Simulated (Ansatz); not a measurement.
Be5Pt, in the lowest of the structures calculated here: F-43m (No. 216), cF24; a = 5.9399 Å, b = 5.9399 Å, c = 5.9399 Å, α = 90.00°, β = 90.00°, γ = 90.00°; Be 4c (0.250, 0.250, 0.250); Be 16e (0.625, 0.625, 0.625); Pt 4a (0.000, 0.000, 0.000). Computed with PBEsol (plane waves to 420 eV, PAW, scalar-relativistic; Ansatz, a quantum-chemistry and plane-wave program). Element references, the lowest calculated here: Be (P6₃/mmc), Pt (Fm-3m).

What formation energy of this F-43m form of Be5Pt from the elements does PBEsol give?

-0.48 eV/atom.

Static energies, no anion corrections, no zero-point energy. Values are rounded to 0.01 eV/atom. Spin-orbit coupling is missing from these energies, which matters for elements this heavy. The compounds carry no spin polarisation.
